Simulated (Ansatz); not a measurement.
A geometry of Au away from equilibrium: the start of the relaxation of a generated cell, Au placed in the AFLOW prototype A_hR12_166_2h (as in B). Method: PBEsol (plane waves to 420 eV, PAW, scalar-relativistic; Ansatz, an electronic-structure program). Γ-centred k-mesh 5×5×5 on the run's cell (coarser than for final values), Fermi–Dirac smearing 0.05 eV.

```xyz
12
Lattice="3.2542 1.8788 5.5543 -3.2542 1.8788 5.5543 0.0000 -3.7576 5.5543" Properties=species:S:1:pos:R:3:forces:R:3 pbc="T T T" free_energy=-156072.710 pressure_GPa=115.9
Au    -2.1051     1.2154     3.7663    6.7146   -3.8767   -4.5279
Au     0.0000    -2.4308     3.7663    0.0000    7.7534   -4.5279
Au     2.1051     1.2154     3.7663   -6.7146   -3.8767   -4.5279
Au     2.1051    -1.2154    12.8966   -6.7146    3.8767    4.5279
Au     0.0000     2.4308    12.8966    0.0000   -7.7534    4.5279
Au    -2.1051    -1.2154    12.8966    6.7146    3.8767    4.5279
Au    -1.3397     0.7735     5.9625   10.6332   -6.1391    2.6841
Au     0.0000    -1.5470     5.9625    0.0000   12.2782    2.6841
Au     1.3397     0.7735     5.9625  -10.6332   -6.1391    2.6841
Au     1.3397    -0.7735    10.7003  -10.6332    6.1391   -2.6841
Au     0.0000     1.5470    10.7003    0.0000  -12.2782   -2.6841
Au    -1.3397    -0.7735    10.7003   10.6332    6.1391   -2.6841
```

Positions in Å, forces in eV/Å, free energy of the cell in eV (comparable only within this code, potentials and settings). Largest force: 12.57 eV/Å, on Au7, Au8, Au9, Au10, Au11, Au12 (atoms numbered as listed); the geometry lies 2.23 eV/atom above the end of its relaxation.

No spin polarisation in the result.

The run could not lose the symmetry of its start, so the end can be a saddle point.

The end of the path is a generated cell of Au: the first start was made by placing the elements on the sites of a structure type, and the end was not matched to a known phase here, so it may be hypothetical. Known forms of Au include space group No. 225.
